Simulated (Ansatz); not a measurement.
## Phonon spectrum of Si₅GeC₆

Level of theory: DFT PBE, scalar-relativistic, plane waves, PAW in Ansatz. Plane waves to 420 eV; Γ-centred k mesh 6×6×6; fixed occupations. No spin polarisation. Phonons by linear response, acoustic sum rule imposed.

Relaxed structure:
```
CELL_PARAMETERS angstrom
2.20870 -6.62353 0.00000
2.20870 6.62353 0.00000
0.00000 0.00000 4.41717
ATOMIC_POSITIONS crystal
Si 0.33184 0.66816 0.00000
Si 0.66816 0.33184 0.00000
Si 0.83243 0.16757 0.50000
Si 0.00000 0.00000 0.00000
Si 0.16757 0.83243 0.50000
Ge 0.50000 0.50000 0.50000
C 0.84436 0.67178 0.75847
C 0.00000 0.50000 0.25252
C 0.15564 0.32822 0.75847
C 0.32822 0.15564 0.24153
C 0.50000 0.00000 0.74748
C 0.67178 0.84436 0.24153
```

The cell was found from a structure generator's guess, not taken from experiment. The q mesh is coarse, so values between its points are rough.

Force constants from linear response on a 2×2×2 q mesh.

Path: Γ–Y–C0 | SIGMA0–Γ–Z–A0 | E0–T–Y | Γ–S–R–Z–T. Only the points of the 2×2×2 mesh were computed; the rest is interpolation, which is rough on so few points. On the mesh no mode is imaginary. Distance along the path (Å⁻¹), then the branches (cm⁻¹, negative for imaginary; the LO field is included):
```
0.000  0 0 0 243 246 269 317 317 350 370 384 384 416 465 497 500 551 587 701 705 705 709 722 726 740 746 751 752 766 766 790 804 812 843 853 921
0.119  45 52 63 240 242 269 314 316 355 369 377 384 424 433 494 524 557 584 701 704 705 711 722 725 740 746 751 752 765 766 792 801 813 830 864 920
0.237  92 98 124 229 230 270 310 311 367 368 369 381 389 432 488 555 564 580 702 703 704 714 721 724 740 746 753 754 764 764 795 797 810 818 878 917
0.356  135 137 178 210 212 270 305 309 339 362 370 382 384 425 494 557 577 584 703 703 704 713 721 725 740 746 755 755 762 763 791 799 803 814 889 913
0.474  160 161 194 194 206 270 302 309 314 361 370 384 391 416 501 551 585 587 702 704 704 712 720 726 740 746 756 756 761 762 789 794 807 812 894 910
0.632  159 168 177 208 230 274 304 316 316 362 364 370 409 420 499 545 574 578 701 702 707 713 720 726 737 746 753 756 762 762 796 802 809 814 890 903
0.790  162 167 192 241 253 279 308 329 336 347 362 372 426 426 492 525 545 561 700 702 710 716 722 726 731 746 747 756 763 766 804 814 820 824 881 886
0.948  177 180 212 264 274 286 306 327 354 356 375 390 427 435 481 485 519 536 699 700 713 720 724 728 731 740 744 756 763 768 811 818 826 848 870 870
1.106  194 207 219 268 280 297 313 320 360 381 400 405 424 430 434 480 499 511 697 698 713 721 728 728 738 739 743 755 758 768 815 820 831 856 859 870
1.205  199 212 221 265 290 292 313 341 356 384 384 411 417 428 438 480 491 505 696 698 714 721 726 732 740 742 745 753 754 766 816 822 833 850 853 882
1.403  174 174 219 262 281 293 326 326 366 377 378 383 396 455 461 482 489 532 696 700 714 718 723 739 739 740 749 750 753 762 812 826 837 839 841 900
1.600  112 114 152 256 262 269 326 344 356 365 378 382 400 459 478 496 520 565 700 702 712 713 723 732 739 746 747 751 753 763 802 824 824 838 846 911
1.798  38 40 53 245 248 269 318 320 351 370 382 384 414 464 494 501 547 584 704 704 706 708 723 726 741 746 750 752 754 765 792 814 817 842 852 916
1.897  0 0 0 243 246 269 317 317 350 370 384 385 416 465 497 500 551 587 701 705 707 710 722 725 740 746 752 752 754 766 790 812 816 843 853 917
2.075  70 70 94 249 249 266 321 328 348 359 361 408 417 465 494 498 544 572 699 705 709 710 722 726 738 748 750 752 756 765 801 814 817 840 850 915
2.252  134 134 178 258 261 264 327 340 342 346 356 416 424 465 486 493 518 538 696 707 712 714 721 730 735 746 750 752 755 764 816 819 826 834 846 908
2.430  182 184 222 259 268 306 320 326 329 349 391 412 425 459 463 487 489 512 692 710 713 718 722 734 735 743 747 752 753 763 820 821 828 835 855 896
2.608  200 207 228 265 265 307 324 325 352 365 392 410 421 424 463 482 487 501 690 711 713 718 725 737 739 743 743 750 752 762 822 822 825 834 871 885
2.805  205 207 220 269 280 307 314 317 337 368 378 394 396 400 488 500 503 526 692 711 712 719 724 738 738 742 742 751 751 764 819 820 823 830 865 879
3.003  201 204 216 271 286 298 306 315 319 335 344 348 392 414 518 523 528 561 695 705 715 723 725 736 737 742 743 748 755 765 812 813 816 820 852 866
3.201  191 196 212 267 271 278 280 295 300 304 341 361 419 432 532 537 540 576 696 699 719 727 730 736 736 741 747 748 758 761 803 808 811 811 839 852
3.398  188 190 200 255 264 270 273 278 289 291 363 395 447 452 523 533 534 562 695 697 721 725 733 736 740 741 747 749 755 756 807 810 816 818 833 844
3.477  188 193 197 254 263 267 268 275 298 302 371 405 455 459 514 527 527 549 695 697 720 723 730 737 740 742 745 749 754 756 812 813 822 824 832 841
3.635  194 197 202 257 264 271 274 281 318 332 385 417 461 467 488 512 513 514 697 698 717 721 723 739 739 742 744 750 754 757 822 822 831 834 839 840
3.793  196 208 213 261 270 284 300 305 336 364 392 420 442 462 462 473 505 506 697 700 713 716 720 738 740 744 747 753 753 762 821 826 833 844 848 854
3.951  199 211 226 264 269 312 328 330 340 387 388 417 418 439 446 447 504 505 696 703 710 711 719 736 742 747 749 754 756 766 819 821 840 851 853 862
4.119  195 205 226 266 273 315 326 331 354 378 390 403 417 433 444 452 509 511 696 703 710 711 720 737 742 746 747 754 759 767 818 820 840 847 858 865
4.297  176 176 210 268 271 286 330 341 351 367 382 382 398 406 470 486 539 541 698 703 710 713 720 738 740 741 743 752 764 766 812 814 830 835 873 875
4.475  160 168 186 229 250 278 321 329 330 367 371 377 394 403 489 523 566 569 700 703 708 718 718 732 739 742 747 753 764 764 802 804 818 822 885 892
4.653  160 164 184 198 218 271 305 311 316 362 371 382 392 414 500 547 582 585 702 704 705 713 720 727 741 744 755 755 762 762 791 796 808 813 893 908
4.742  0 0 0 243 246 269 317 317 350 370 384 384 416 465 497 501 551 587 703 705 705 707 723 725 740 747 751 752 756 766 790 812 815 843 853 917
4.929  67 74 103 247 251 269 320 327 354 372 377 381 413 452 493 503 540 578 703 703 708 711 723 728 743 744 750 751 755 765 796 815 819 837 854 914
5.116  130 142 190 258 265 270 322 348 352 360 374 390 406 437 482 500 516 554 699 702 711 717 723 732 740 744 746 752 756 764 806 822 828 833 851 905
5.304  180 194 217 266 280 295 315 333 349 366 384 403 415 437 459 476 505 521 696 700 713 721 723 734 739 741 744 754 756 764 814 820 835 844 849 890
5.491  200 217 220 267 282 286 315 343 371 372 385 401 422 428 450 470 497 504 695 700 712 721 727 728 739 743 748 751 756 766 816 820 839 839 868 873
5.669  200 212 217 274 277 279 316 322 356 360 379 405 418 422 472 487 504 514 696 700 713 721 729 729 738 742 746 750 755 765 816 821 835 835 863 869
5.847  197 202 212 267 269 283 295 304 319 331 377 390 420 440 502 505 520 542 696 699 714 722 732 733 738 739 744 748 755 762 817 817 824 828 850 858
6.025  190 193 208 259 264 267 283 298 299 314 355 367 439 461 509 513 542 569 697 698 717 724 734 735 737 740 745 749 757 758 806 809 818 829 836 847
6.202  187 189 204 255 262 266 278 280 295 335 342 344 448 470 509 514 552 579 697 697 719 726 735 736 738 739 745 752 757 757 799 802 818 828 830 842
6.390  193 196 206 263 269 276 287 292 299 323 344 358 434 443 514 521 544 572 696 699 716 726 729 736 738 742 745 749 756 761 804 809 816 824 838 851
6.577  201 205 214 267 288 297 301 310 324 330 350 382 398 415 509 516 525 552 695 705 713 722 724 737 738 740 744 749 754 764 814 816 820 823 852 866
6.765  203 208 221 267 280 301 316 323 340 370 381 391 399 408 485 498 500 522 692 711 712 719 724 737 739 741 744 750 751 764 819 821 823 831 865 880
6.952  200 207 228 265 265 307 324 325 352 365 392 410 421 424 463 482 487 501 690 711 713 718 725 737 739 743 743 750 752 762 822 822 825 834 871 885
7.071  201 210 225 267 270 293 319 342 350 372 392 403 422 424 464 475 492 501 691 711 711 718 723 736 740 741 747 751 752 763 820 824 826 837 869 883
7.189  200 215 221 269 278 286 316 346 360 384 386 397 422 422 462 462 498 502 693 707 710 716 720 736 742 742 749 753 753 765 819 822 831 842 863 876
7.308  200 213 225 267 271 308 319 341 357 379 396 401 422 427 449 454 502 504 695 704 710 712 720 736 742 745 750 754 756 766 818 821 838 849 856 869
7.426  199 212 228 265 268 321 331 335 340 386 391 413 418 435 442 446 504 505 696 703 709 711 719 736 742 748 749 754 756 767 818 820 841 852 853 864
```
